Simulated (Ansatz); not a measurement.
Data:

MgB2 (space group P6/mmm)

```yaml
crystal:
  lattice:
    - [3.07427, 0.00000, 0.00000]
    - [-1.53713, 2.66239, 0.00000]
    - [0.00000, 0.00000, 7.05501]
  atoms:
    - { symbol: Mg, position: [0.00000, 0.00000, 0.00000] }
    - { symbol: Mg, position: [0.00000, 0.00000, 0.50000] }
    - { symbol: B, position: [0.66667, 0.33333, 0.25000] }
    - { symbol: B, position: [0.66667, 0.33333, 0.75000] }
    - { symbol: B, position: [0.33333, 0.66667, 0.25000] }
    - { symbol: B, position: [0.33333, 0.66667, 0.75000] }
```

The atoms are displaced by Q × the pattern below (from a DFPT mode at A = (0.0, 0.0, 0.5), largest move 1; Q in Å), at fixed cell. (q is in reciprocal vectors of the primitive cell; the cell shown is doubled to hold the pattern.)

```json
[
 {"atom": "B3", "x": "0.000", "y": "0.000", "z": "1.000"},
 {"atom": "B4", "x": "0.000", "y": "0.000", "z": "-1.000"},
 {"atom": "B5", "x": "0.000", "y": "0.000", "z": "1.000"},
 {"atom": "B6", "x": "0.000", "y": "0.000", "z": "-1.000"}
]
```

Atoms not listed stay in place.

Method: PBE (plane waves to 420 eV, PAW, scalar-relativistic; Ansatz, an electronic-structure program). k mesh 17×17×7 (Γ-centred), Fermi-Dirac smearing 0.05 eV. The energy includes the smearing's −TS. With partly filled bands, energies and forces of such displacements shift with the k mesh and the smearing. MgB2 was relaxed with its symmetry unable to fall. ΔE is measured from the undisplaced structure.

The scan covers Q from -0.280 to 0.280 Å in 13 points.

**Question.** Is this a single well or a double well?

**Answer.** A single well with its minimum at or next to zero displacement.

**Question.** What is the energy change at Q = 0.280 Å?

**Answer.** 898 meV/cell.

**Question.** What harmonic wavenumber does the curvature at Q = 0 give?

**Answer.** 384 cm⁻¹.

(For displaced atoms, the force is minus the slope of the energy, and its curvature is a force constant, which sets phonon frequencies.)
